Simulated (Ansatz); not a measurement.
According to r²SCAN+D4 (plane waves, PAW; program Ansatz), TiTe2 in the CdI2 type structure (P-3m1) relaxes to a = 3.793 Å, c = 6.647 Å. Ti has 6 nearest neighbours from 2.77 Å (octahedral); Te has 3 nearest neighbours from 2.77 Å (trigonal pyramidal). Its formation energy from the elements is -0.83 eV/atom, with no fitted shifts.

Electronic character: metallic (no gap). Gap from r²SCAN+D4 with spin–orbit coupling: none (metallic).

An equation-of-state fit gives a bulk modulus of 22.9 GPa. Bader charges are Ti +1.49, Te -0.74 e.

Symmetry was held in the r²SCAN+D4 relaxation. No spin polarisation was allowed. The references are the lowest solids computed at this level, not always the standard phases. Spin–orbit coupling is left out wherever it is not named.

Potentials: the later of the program's two PAW sets.
